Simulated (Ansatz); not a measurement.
The calculation used DFT PBE, scalar-relativistic, plane waves, PAW in Ansatz 0.2.0. Settings: cutoff 420 eV, Γ-centred meshes spaced at most about 0.3 Å⁻¹, and about 0.25 Å⁻¹ or finer for metals (2π included), Gaussian smearing. No spin polarisation in the final relaxations.

These are static total energies at zero pressure.

Compare these two cells of BaH, each relaxed at this level.

1.

```cif
data_structure
_symmetry_space_group_name_H-M 'P6_3/mmc'
_symmetry_Int_Tables_number 194
_cell_length_a 4.1980
_cell_length_b 4.1980
_cell_length_c 13.2119
_cell_angle_alpha 90.000
_cell_angle_beta 90.000
_cell_angle_gamma 120.000
_cell_volume 201.64
loop_
_atom_site_label
_atom_site_type_symbol
_atom_site_symmetry_multiplicity
_atom_site_Wyckoff_symbol
_atom_site_fract_x
_atom_site_fract_y
_atom_site_fract_z
_atom_site_occupancy
Ba1 Ba 2 a 0.00000 0.00000 0.00000 1
Ba2 Ba 2 d 0.33333 0.66667 0.75000 1
H1 H 4 f 0.33333 0.66667 0.11766 1
```

2.

```cif
data_structure
_symmetry_space_group_name_H-M 'Pm-3m'
_symmetry_Int_Tables_number 221
_cell_length_a 3.5693
_cell_length_b 3.5693
_cell_length_c 3.5693
_cell_angle_alpha 90.000
_cell_angle_beta 90.000
_cell_angle_gamma 90.000
_cell_volume 45.47
loop_
_atom_site_label
_atom_site_type_symbol
_atom_site_symmetry_multiplicity
_atom_site_Wyckoff_symbol
_atom_site_fract_x
_atom_site_fract_y
_atom_site_fract_z
_atom_site_occupancy
Ba1 Ba 1 a 0.00000 0.00000 0.00000 1
H1 H 1 b 0.50000 0.50000 0.50000 1
```

Question: Which is lower in energy, and by how much?

Answer: Cell 1 is lower, by 0.33 eV/atom. Cell 1 has space group P6_3/mmc (No. 194), 25.2 Å³/atom and no gap on its mesh; cell 2 has the caesium chloride type, space group Pm-3m (No. 221), 22.7 Å³/atom and no gap. Counting H atoms around Ba (those within 1.25 times the shortest such distance or 1.15 times the sum of covalent radii), cell 1 has Ba 6 and cell 2 has Ba 8. The lower one is the more open, so pressure narrows the difference. In cell 1, Ba on a site of symmetry -3m has 6 H at 2.88 Å; around Ba on a site of symmetry -6m2 lie 6 H at 2.99 Å; H has 6 Ba at 2.88–2.99 Å. In cell 2, Ba has 8 H at 3.09 Å and 6 Ba at 3.57 Å; around H lie 8 Ba at 3.09 Å and 6 H at 3.57 Å. Both come from invented guesses.

With hydrogen, zero-point motion can shift such differences by 10 meV/atom or more. A magnetic state wasn't ruled out in cells without spin, among them Pm-3m. Cells relaxed within their symmetry can be saddle points.
